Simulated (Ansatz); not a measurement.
Ta₃TiN₄: relaxed-ion elastic tensor

Method: Ansatz, DFT PBE, scalar-relativistic, plane waves, PAW. Plane waves to 420 eV; Γ-centred k mesh 12×12×4; Fermi-Dirac smearing of 0.15 eV. No spin polarisation.

Relaxed structure:
```
CELL_PARAMETERS angstrom
2.94321 0.00000 0.00000
-1.47160 2.54889 0.00000
0.00000 0.00000 11.38942
ATOMIC_POSITIONS crystal
Ti 0.00000 0.00000 0.50000
Ta 0.00000 0.00000 0.00000
Ta 0.00000 0.00000 0.25481
Ta 0.00000 0.00000 0.74519
N 0.66667 0.33333 0.87348
N 0.66667 0.33333 0.12652
N 0.66667 0.33333 0.37759
N 0.66667 0.33333 0.62241
```

The structure comes from a generated guess, relaxed at this level; another structure or a mixture of phases may lie lower. In a metal, frequencies and elastic constants depend on the k mesh and the smearing, soft modes and shear constants most. Spin–orbit coupling is left out, which matters for heavy elements.

Task: Give the relaxed-ion elastic constants (GPa, Voigt order xx yy zz yz xz xy, on the Cartesian axes of the cell above).

Result:
C11 = 593.6, C12 = 180.5, C13 = 120.0, C22 = 593.6, C23 = 120.0, C33 = 770.2, C44 = 181.4, C55 = 181.4, C66 = 206.6 GPa; the others vanish.

Task: Is the crystal stable against homogeneous strain?

Result: Yes: the least eigenvalue of the tensor is 181.4 GPa.

Task: And the moduli of a polycrystal (Hill averages)?

Result: B = 310 GPa, G = 212 GPa, E = 519 GPa, ν = 0.22.
